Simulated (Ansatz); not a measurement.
# Ga₄Sb₃P (ordering on wurtzite): the band gap by level of theory

All numbers come from the plane-wave code Ansatz. No magnetic order. The prototype was imposed, so other structures may be more stable.

Structure: Ga₄Sb₃P as one 8-atom ordering (P3m1) on the wurtzite lattice, at its r2SCAN minimum. Space group P3m1 (No. 156), trigonal; conventional cell a = 4.211 Å, c = 13.875 Å, 26.64 Å³ an atom. Around P lie 4 Ga at 2.38–2.52 Å; around Sb lie 4 Ga at 2.61–2.65 Å; around Sb lie 4 Ga at 2.62–2.64 Å; around Sb lie 4 Ga at 2.61–2.67 Å; around Ga lie 1 P at 2.38 Å and 3 Sb at 2.62 Å; around Ga lie 4 Sb at 2.61–2.65 Å; around Ga lie 4 Sb at 2.61–2.64 Å; around Ga lie 3 P at 2.52 Å and 1 Sb at 2.67 Å.

```cif
data_structure
_symmetry_space_group_name_H-M 'P3m1'
_symmetry_Int_Tables_number 156
_cell_length_a 4.2113
_cell_length_b 4.2113
_cell_length_c 13.8754
_cell_angle_alpha 90.000
_cell_angle_beta 90.000
_cell_angle_gamma 120.000
_cell_volume 213.11
loop_
_atom_site_label
_atom_site_type_symbol
_atom_site_symmetry_multiplicity
_atom_site_Wyckoff_symbol
_atom_site_fract_x
_atom_site_fract_y
_atom_site_fract_z
_atom_site_occupancy
P1 P 1 c 0.66667 0.33333 0.99965 1
Sb1 Sb 1 c 0.66667 0.33333 0.49938 1
Sb2 Sb 1 b 0.33333 0.66667 0.75857 1
Sb3 Sb 1 b 0.33333 0.66667 0.24008 1
Ga1 Ga 1 c 0.66667 0.33333 0.82840 1
Ga2 Ga 1 c 0.66667 0.33333 0.30829 1
Ga3 Ga 1 b 0.33333 0.66667 0.56810 1
Ga4 Ga 1 b 0.33333 0.66667 0.04753 1
```

Gaps on the r2SCAN cell, each the least over its mesh and the special points:
```json
{"level": "PBE", "k mesh": "12×12×2", "gap (eV)": "none (overlap 0.17)", "kind": "–", "edges": "–", "least direct gap (eV)": "–"}
{"level": "PBE+SOC", "k mesh": "12×12×2", "gap (eV)": "0.03", "kind": "indirect", "edges": "Γ → A–L (0.10)", "least direct gap (eV)": "0.05"}
{"level": "r2SCAN", "k mesh": "12×12×2", "gap (eV)": "none (overlap 0.12)", "kind": "–", "edges": "–", "least direct gap (eV)": "–"}
```
All runs use a smearing of 0.02 eV.
Wave cutoffs: 420 eV, 500 eV (r2SCAN).
Points off the special ones are mesh points or PBE's searched band edges, reused at the other levels.

r2SCAN gives no gap: the lowest nominally empty band dips 0.12 eV below the top of the last filled one (its bottom at A, the top at Γ), so the cell is a metal or semimetal at this level. PBE+SOC gives an indirect gap of 0.03 eV, from Γ to A–L (0.10 of the way from A); the least direct gap is 0.05 eV at Γ–M (0.17 of the way from Γ). (With 0.02 eV of smearing so small a gap leaves both edges partly filled, and it could close between the points sampled.) Least and direct gap differ so little that the kind isn't settled.

Direct and least gap lie within 0.04 eV at some levels, so the kind of gap isn't settled.

Only the levels marked +SOC include spin-orbit coupling.

Small gaps with spin-orbit coupling can be splittings of inverted bands, not the fundamental gap; semilocal functionals often invert bands that the real crystal keeps in order.
